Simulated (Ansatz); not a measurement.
CsEuCl3, first-principles data

CsEuCl$_{3}$:
```
CsEuCl3
1.0
    5.63068     0.00000     0.00000
    0.00000     5.63068     0.00000
    0.00000     0.00000     5.63068
Cs Eu Cl
1 1 3
Direct
  0.00000   0.00000   0.00000
  0.50000   0.50000   0.50000
  0.50000   0.50000   0.00000
  0.00000   0.50000   0.50000
  0.50000   0.00000   0.50000
```
The run is spin-polarised; directions of the spins, atom by atom: 0 ↑ 0 0 0.

Space group Pm-3m (No. 221), cubic perovskite; conventional cell a = 5.631 Å, b = 5.631 Å, c = 5.631 Å, α = 90.00°, β = 90.00°, γ = 90.00°.

Method: plane-wave PAW r²SCAN (Ansatz code). Structure relaxed to zero pressure with the same functional. Other levels are named where they apply.

### Cell and energy

```
Quantity                                                       Value
-----------------------------------------------------  -------------
Volume per atom                                             35.70 Å³
Density                                                   3.64 g/cm³
Formation energy from the elements (no fitted shifts)  -2.50 eV/atom
```

### Electronic structure

```
Quantity                                                                                      Result
--------------------------------------------  ------------------------------------------------------
Band gap                                                                            1.12 eV (direct)
Valence-band maximum                                                                            at Γ
Conduction-band minimum                                                                         at Γ
Electron effective mass                                                          0.40 mₑ (isotropic)
Hole effective mass, band 1 of 3 at the edge  6.7 along [100], 6.7 along [110], 4.8 along [111] (mₑ)
Hole effective mass, band 2 of 3 at the edge  6.7 along [100], 4.2 along [110], 4.8 along [111] (mₑ)
Hole effective mass, band 3 of 3 at the edge  2.3 along [100], 2.8 along [110], 3.1 along [111] (mₑ)
```

### Magnetism

```
Quantity                   Value
--------------  ----------------
Magnetic order     ferromagnetic
Net moment      1.40 μB per atom
```

### Mechanics

```
Quantity                                                                       Value
--------------------------------------------  --------------------------------------
Bulk modulus (Birch–Murnaghan fit)                                          23.7 GPa
Pressure derivative B′                                                           4.6
Elastic constants (relaxed ions, GPa)               C11 = 58.2, C12 = 6.5, C44 = 7.0
Mechanical stability                          stable (all eigenvalues of C positive)
Hill bulk and shear moduli                                         23.7 and 12.2 GPa
Young's modulus                                                             31.2 GPa
Poisson's ratio                                                                 0.28
Debye temperature from the elastic constants                                   184 K
```

### Charges

```
Item                                    Value
-------------  ------------------------------
Bader charges  Cs +0.90, Eu +1.58, Cl -0.83 e
```

The first step of the workflow began from a Materials Project structure, measured or hypothetical; the Crystallography Open Database copy checked does not list it. Its standing as an ambient phase is unchecked. The r²SCAN relaxation kept the symmetry of its start; its stability against distortions is not shown here. Magnetic state: ferromagnetic, chosen from 3 collinear starts compared on coarse meshes (ties went to the first, and starts can fall back to one state), not a proven ground state. The 4f shell is in the valence, and the state reached may lie above the lowest one. Other orbital occupations within this spin state were not tried. No Hubbard U is applied. The references are the lowest solids computed at this level, not always the standard phases (solids in place of the gases). Spin–orbit coupling is left out wherever it is not named.

Potentials: the later of the program's two PAW sets.
